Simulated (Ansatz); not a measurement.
ScGeCN:
```
ScGeCN
1.0
    3.38572     0.00000     0.00000
   -1.69286     2.93212     0.00000
    0.00000     0.00000     5.33086
Sc Ge C N
1 1 1 1
Direct
  0.33333   0.66667   0.52490
  0.66667   0.33333   0.99759
  0.33333   0.66667   0.09302
  0.66667   0.33333   0.63448
```

This is the r²SCAN-relaxed structure.

Problem. All from DFT-r²SCAN in the program Ansatz with PAW potentials, unless another level is named. Estimate the gap with spin–orbit coupling.

Solution. 2.57 eV.

Problem. And the HSE06 gap on the r²SCAN cell?

Solution. 3.25 eV.

Problem. Next, the hole effective mass?

Solution. 0.76, 2.0, 2.0 mₑ (principal values).

Space group P3m1. The start of the workflow was typed in or built on a structure type; neither database checked (COD, Materials Project) lists it. Whether it is the stable phase at ambient conditions was not checked. Symmetry was held in the r²SCAN relaxation; whether a distortion lowers the energy is not shown. No spin polarisation was allowed. Spin–orbit coupling is left out wherever it is not named.

Potentials: the earlier of the program's two PAW sets. The files were generated under PBE; for other functionals the program regenerates the frozen cores, and for LDA and PBEsol the local potential too.
